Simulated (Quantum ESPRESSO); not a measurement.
# In3ZnSAs3: a curve over one atom's position

A calculation, not a measurement. The program is pw.x of Quantum ESPRESSO 7.5 (plane-wave density functional theory). The cell is made up: 8 atoms on a zincblende/diamond lattice, with randomly drawn elements, strain and displacements, not relaxed. PseudoDojo standard norm-conserving files (v0.5 for PBE, v0.4.1 for LDA and PBEsol) set the functional; there is no spin polarisation, spin-orbit coupling or dispersion term, and the masses in the input are unused placeholders.

Seven runs move atom 4 (In, counted in the order of the input) along x and keep all else fixed.

Input of the run at -0.0013:

```
&control calculation='scf', pseudo_dir='./dojo.nc.sr.pbe.v0_5.standard.upf', outdir='./o', disk_io='medium', tprnfor=.true., tstress=.true. /
&system ibrav=0, nat=8, ntyp=4, nbnd=65, ecutwfc=84.00895049, nosym=.true., tot_charge=0,
 occupations='smearing', smearing='fd', degauss=0.0073498644
/
&electrons conv_thr=7.350e-09, electron_maxstep=60, /
ATOMIC_SPECIES
As 1.0 As.upf
In 1.0 In.upf
S 1.0 S.upf
Zn 1.0 Zn.upf
CELL_PARAMETERS angstrom
6.0732 0.0145 -0.064
0.0145 6.2527 0.1061
-0.064 0.1061 6.2824
ATOMIC_POSITIONS angstrom
In -0.0358 -0.0476 0.0051
In -0.0463 3.1616 3.2161
Zn 3.0108 0.0868 3.1465
In 3.0814 3.1205 0.0196
S 1.492 1.6113 1.5486
As 1.4701 4.7138 4.7771
As 4.555 1.7123 4.7064
As 4.5437 4.7277 1.6332
K_POINTS automatic
6 6 6 1 1 1
```

| shift of atom 4 along x (Å) | free energy less that of the input shown (eV) | Fx on atom 4 (eV/Å) | Fy on atom 4 (eV/Å) | Fz on atom 4 (eV/Å) | pressure (GPa) | iterations |
| --- | --- | --- | --- | --- | --- | --- |
| -0.1008 | 0.0403 | 0.723 | -0.007 | 0.218 | -2.72 | 11 |
| -0.0240 | 0.0036 | 0.233 | 0.096 | 0.128 | -2.80 | 11 |
| -0.0013 | 0.0000 | 0.088 | 0.125 | 0.104 | -2.81 | 11 |
| +0.0165 | -0.0006 | -0.024 | 0.148 | 0.086 | -2.81 | 11 |
| +0.0307 | 0.0004 | -0.114 | 0.166 | 0.072 | -2.81 | 11 |
| +0.0824 | 0.0146 | -0.435 | 0.228 | 0.028 | -2.80 | 11 |

Question: one run is left out of the table, at +0.0637. Estimate its Fx on atom 4 (eV/Å).

Answer: -0.320. The whole row:

| shift of atom 4 along x (Å) | free energy less that of the input shown (eV) | Fx on atom 4 (eV/Å) | Fy on atom 4 (eV/Å) | Fz on atom 4 (eV/Å) | pressure (GPa) | iterations |
| --- | --- | --- | --- | --- | --- | --- |
| +0.0637 | 0.0075 | -0.320 | 0.206 | 0.043 | -2.81 | 11 |

A cubic fit gives dFx/dx = -6.33 eV/Å² at zero shift. Across the table the free energy follows the integral of the force to within 0.1 meV. A rerun of one of the cells at 1437 eV and a 8 x 8 x 8 mesh moved values by no more than 0.004 eV in energy, 0.02 GPa in stress and 0.002 eV/Å in force.